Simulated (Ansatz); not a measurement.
NbC2:
```xyz
3
Lattice="-1.5996 1.5996 2.9445 1.5996 -1.5996 2.9445 1.5996 1.5996 -2.9445" Properties=species:S:1:pos:R:3 pbc="T T T"
Nb     0.0000     0.0000     0.0000
C      0.0000     0.0000     3.6265
C      0.0000     0.0000     2.2625
```

Relaxed with PBE. Special points in fractions of this cell's reciprocal vectors: Γ (0.000, 0.000, 0.000); X (0.000, 0.000, 0.500); P (0.250, 0.250, 0.250); N (0.000, 0.500, 0.000); M (0.500, 0.500, -0.500); S (0.324, 0.676, -0.324); S0 (-0.324, 0.324, 0.324); R (-0.148, 0.148, 0.500); G (0.500, 0.500, -0.148).

Q: List the band energies nearest the Fermi level at these points for DFT-PBE with spin–orbit coupling in the program Ansatz with PAW potentials.

A: In eV from the Fermi level; about four levels below and three above (degenerate sets whole), none deeper than 8.9 eV; points with the same levels are listed once.

```json
[
 {"k": "Γ", "below": "-2.78 -2.78 -2.71 -2.71", "above": "0.45 0.45 1.93 1.93"},
 {"k": "X", "below": "-4.21 -4.21 -0.72 -0.72", "above": "2.60 2.60 2.79 2.79"},
 {"k": "P", "below": "-2.41 -2.41 -2.39 -2.39", "above": "2.72 2.72 2.92 2.92"},
 {"k": "N", "below": "-6.35 -6.35 -4.41 -4.41", "above": "0.55 0.55 0.89 0.89"},
 {"k": "M", "below": "-3.62 -3.62 -3.02 -3.02", "above": "0.82 0.82 0.99 0.99"},
 {"k": "S", "below": "-6.05 -6.05 -4.35 -4.35", "above": "0.40 0.40 1.06 1.06"},
 {"k": "R", "below": "-2.99 -2.99 -0.41 -0.41", "above": "2.00 2.00 3.35 3.35"}
]
```

Space group I4/mmm (MoSi2 or CaC2 type). The start of the workflow was typed in or built on a structure type; neither database checked (COD, Materials Project) lists it. Whether it is the stable phase at ambient conditions was not checked. Symmetry was held in the PBE relaxation; whether a distortion lowers the energy is not shown. The run is not spin-polarised. The volume moved by -28 % from the start of the relaxation. Its formation energy is positive at this level, so the cell may be metastable or incomplete.

Potentials: the earlier of the program's two PAW sets.
